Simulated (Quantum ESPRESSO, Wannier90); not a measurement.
## CuCl (R3m), plane waves to Wannier functions

```xyz
2
Lattice="1.9053 1.1000 3.0543 -1.9053 1.1000 3.0543 0.0000 -2.2001 3.0543" Properties=species:S:1:pos:R:3 pbc="T T T"
Cu     0.0000     0.0000     0.1036
Cl     0.0000     0.0000    -2.2385
```

Cell from Materials Project (mp-22914), symmetrised, no further relaxation. Not found in the COD (Crystallography Open Database) copy used, which has the formula in other groups; not checked further. The atoms lie within 0.1 Å of the higher space group F-43m. Computed values, not measurements, from PBE: Quantum ESPRESSO (norm-conserving PseudoDojo potentials, cutoff 74 Ry, no spin polarisation, no spin-orbit coupling) on a Γ-centred 10×10×10 mesh, then Wannier90. Density: 10×10×10 mesh, Gaussian smearing 0.01 Ry. A non-magnetic state is assumed, with no Hubbard U; filled 3d bands tend to lie too high at this level.

Bands 6-8 form an isolated set from -6.87 to -4.99 eV relative to the valence-band maximum (on the path) and are turned into 3 Wannier functions by minimising the spread from the start: atomic waves Cl 3p.

Q: Where do the functions sit, how wide are they and what are they made of?

A: 
| functions | spread (Å²) | nearest atom, distance (Å) | second atom, distance (Å) | weight on atomic waves |
|---|---|---|---|---|
| 1 | 1.73 | Cl 0.15 | Cu 2.19 | Cl 3p 82 %, Cu 3d 12 %, Cu 4s 5 % |
| 2 | 1.72 | Cl 0.13 | Cu 2.21 | Cl 3p 81 %, Cu 3d 12 %, Cu 4s 5 % |

Ω_I = 5.11 Å², Ω_total = 5.17 Å²; the interpolated bands follow pw.x to 0.0 meV rms on the path. Only this start was tried; a symmetric start can stop on a saddle, and mixtures of these functions could lower the total by at most Ω_total − Ω_I.
